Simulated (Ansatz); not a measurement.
This run works on a proposed trial structure, not on a known crystal.

Input and command of a plane-wave DFT calculation in Ansatz:

```yaml
crystal:
  lattice:
    - [4.3024170088, 2.4840016182, 3.7369107545]
    - [-4.3024170088, 2.4840016182, 3.7369107545]
    - [0.0, -4.9680032364, 3.7369107545]
  atoms:
    - { symbol: Sn, position: [0.0101690305, 0.0101690305, 0.0101690305] }
    - { symbol: Ge, position: [0.9922318218, 0.4914175242, 0.4914175242] }
    - { symbol: Ge, position: [0.4914175242, 0.4914175242, 0.9922318218] }
    - { symbol: Ge, position: [0.4914175242, 0.9922318218, 0.4914175242] }
    - { symbol: Te, position: [0.03154054, 0.5224013628, 0.03154054] }
    - { symbol: Te, position: [0.03154054, 0.03154054, 0.5224013628] }
    - { symbol: Te, position: [0.5224013628, 0.03154054, 0.03154054] }
    - { symbol: Te, position: [0.5292816563, 0.5292816563, 0.5292816563] }
basis:
  ecutwfc: 500
kpoints:
  mp_grid: { grid: [6, 6, 6] }
hamiltonian:
  xc: r2scan
scf:
  occupations: { method: gaussian, width: 0.01 }
output:
  forces: true
  stress: true
  eigenvalues: true
```

```bash
ansatz run input.yaml --threads 1 --pin off --max-ram 2560MiB --backend cpu --events-out ev --progress --plain --runs-dir out
```

Processor: Intel(R) Xeon(R) Processor @ 2.50GHz (Skylake/Cascade Lake), 1 thread, on a host shared with other jobs.

Estimate time, memory and problem size.

About 2.2 min, peak memory 1.1 GiB. It solves 72 bands at 32 k points (after reduction by symmetry) with about 6127 plane waves, in 7 SCF iterations.
